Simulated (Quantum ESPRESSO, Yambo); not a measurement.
AgCl (space group Cmcm, No. 63). Cell and atoms were relaxed with LDA from Materials Project entry mp-570858, within its symmetry. Chain: norm-conserving LDA (Quantum ESPRESSO, 86 Ry, no spin-orbit coupling); G0W0 in Yambo (4×4×4 Γ-centred k mesh, bands 9 to 99 and a 6 Ry block in the screening, 99 bands in G with the Bruneval-Gonze terminator, plasmon pole fitted at 27.2 eV); BSE (4×4×4 mesh, 16 valence and 8 conduction bands, static screening with 56 bands and a 4 Ry block, scissor 1.59 eV, Tamm-Dancoff).

The LDA gap (dense path) comes out as 0.28 eV, the LDA gap (0.25, 0.25, 0) → Γ on the GW mesh is 0.28 eV and the LDA smallest direct gap on the GW mesh, at Γ is 1.84 eV. The G0W0 direct gap at that point is 3.43 eV. The G0W0 correction to the gap (0.25, 0.25, 0) → Γ comes out as 1.51 eV and the lowest exciton comes out as no binding energy given (see below).

Rough cost of the Yambo steps against G0W0 for 4 states: BSE about 1/7.

Nearest settings tried, and what they do to the gap: 80 bands in W, 80 bands in G: +58 meV; 5 Ry block (109 vectors against 119): -8 meV; 4×4×2 mesh: +46 meV. So the settings aren't converged at that level. The BSE states are vertical excitations (zero momentum); the indirect quasiparticle gap, about 1.78 eV, is smaller than the direct one (3.43 eV on the GW mesh). The lowest state covers only about 1 of the 64 k points, so the mesh doesn't resolve it: its energy and its distance from the direct gap are mesh artefacts. An extended exciton needs a far denser mesh. Axes are Cartesian, with cell vectors (Å) (1.83, -5.31, 0.00), (1.83, 5.31, 0.00), (0.00, 0.00, 3.77).

Spin-orbit splittings are left out.

This is not the ordinary phase of the substance; no match was found in the copy of COD used, and its stability was not checked.
